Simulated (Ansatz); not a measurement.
IrC:
```cif
data_CIr
_chemical_formula_sum 'Ir1 C1'
_space_group_name_H-M_alt 'P-6m2'
_space_group_IT_number 187
_space_group_name_Hall 'P -6 2'
_cell_length_a 3.03145
_cell_length_b 3.03145
_cell_length_c 2.65815
_cell_angle_alpha 90.000
_cell_angle_beta 90.000
_cell_angle_gamma 120.000
loop_
_atom_site_label
_atom_site_type_symbol
_atom_site_symmetry_multiplicity
_atom_site_Wyckoff_symbol
_atom_site_fract_x
_atom_site_fract_y
_atom_site_fract_z
_atom_site_occupancy
Ir1 Ir 1 a 0.00000 0.00000 0.00000 1
C1 C 1 d 0.33333 0.66667 0.50000 1
```

Relaxed at zero pressure with r²SCAN (plane waves, PAW; program Ansatz).

Q: The volume is lowered by 6 % and shape and atoms relax at that volume. What pressure results, and how do the axes share the change?

A: 24.2 GPa; a -2.3 %, b -2.3 %, c -1.4 %; the energy rises by 45 meV/atom.

Q: Give the new structure.

A: 
Space group P-6m2 (No. 187); a = b = 2.9606 Å, c = 2.6196 Å, α = β = 90.00°, γ = 120.00°

| atom | site | symmetry | x | y | z |
|---|---|---|---|---|---|
| Ir | 1a | -6m2 | 0.0000 | 0.0000 | 0.0000 |
| C | 1d | -6m2 | 0.3333 | 0.6667 | 0.5000 |

The phase is kept; no other phase was compared at this pressure.

The start of the workflow was typed in or built on a structure type; neither database checked (COD, Materials Project) lists it. Its standing as an ambient phase is unchecked. Symmetry was held in the r²SCAN relaxation; whether a distortion lowers the energy is not shown. No spin polarisation was allowed. Its formation energy is positive at this level, so the cell may be metastable or incomplete. Spin–orbit coupling is left out wherever it is not named.

Potentials: the earlier of the program's two PAW sets.
